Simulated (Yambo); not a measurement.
Absorption of AlClO (space group Pmmn, No. 59) with and without the electron-hole interaction (Yambo, PBEsol bands; 8×6×4 mesh, 9 valence and 5 conduction bands, static screening with 49 bands and a 3 Ry block, scissor 2.66 eV, Tamm-Dancoff; field along x). Axes are Cartesian, with cell vectors (Å) (3.15, 0.00, 0.00), (0.00, 3.63, 0.00), (0.00, 0.00, 7.85).

| E (eV) | Im ε, BSE | Im ε, independent quasiparticles |
|---|---|---|
| 6.90 | 0.35 | 0.06 |
| 7.00 | 0.41 | 0.07 |
| 7.10 | 0.49 | 0.07 |
| 7.20 | 0.60 | 0.07 |
| 7.30 | 0.76 | 0.08 |
| 7.40 | 1.00 | 0.08 |
| 7.50 | 1.39 | 0.09 |
| 7.60 | 2.10 | 0.10 |
| 7.70 | 3.53 | 0.10 |
| 7.80 | 6.36 | 0.11 |
| 7.90 | 8.67 | 0.13 |
| 8.00 | 6.65 | 0.14 |
| 8.10 | 5.38 | 0.16 |
| 8.20 | 6.40 | 0.19 |
| 8.30 | 7.60 | 0.24 |
| 8.40 | 6.47 | 0.32 |
| 8.50 | 6.20 | 0.44 |
| 8.60 | 6.76 | 0.47 |
| 8.70 | 6.84 | 0.50 |
| 8.80 | 7.12 | 0.64 |
| 8.90 | 6.60 | 0.75 |
| 9.00 | 5.61 | 0.77 |
| 9.10 | 5.00 | 0.87 |
| 9.20 | 5.22 | 1.06 |
| 9.30 | 5.02 | 1.21 |
| 9.40 | 4.51 | 1.36 |
| 9.50 | 4.45 | 1.48 |
| 9.60 | 4.91 | 1.55 |
| 9.70 | 5.84 | 1.82 |
| 9.80 | 6.85 | 2.29 |
| 9.90 | 6.11 | 2.67 |
| 10.00 | 4.78 | 2.85 |
| 10.10 | 4.28 | 3.49 |
| 10.20 | 3.82 | 4.57 |
| 10.30 | 3.74 | 5.25 |
| 10.40 | 3.63 | 5.49 |
| 10.50 | 3.41 | 5.58 |
| 10.60 | 3.31 | 5.37 |
| 10.70 | 3.53 | 5.18 |
| 10.80 | 3.53 | 5.12 |
| 10.90 | 3.27 | 5.48 |
| 11.00 | 2.65 | 5.74 |
| 11.10 | 2.20 | 6.00 |
| 11.20 | 2.00 | 6.63 |
| 11.30 | 1.97 | 7.18 |
| 11.40 | 1.92 | 7.51 |
| 11.50 | 2.01 | 7.32 |
| 11.60 | 1.97 | 7.02 |
| 11.70 | 2.09 | 6.97 |
| 11.80 | 2.04 | 6.77 |
| 11.90 | 2.17 | 6.60 |
| 12.00 | 1.91 | 6.33 |
| 12.10 | 1.79 | 5.97 |

The scissor comes from a G0W0 run whose convergence isn't established. Broadening 0.15 eV. The band window holds all transitions up to 12.2 eV. Fine structure above the onset can come from the mesh.

Geometry relaxed with PBE+D3(BJ); primitive cell a = 3.147 Å, b = 3.633 Å, c = 7.845 Å, α = 90.00°, β = 90.00°, γ = 90.00°.
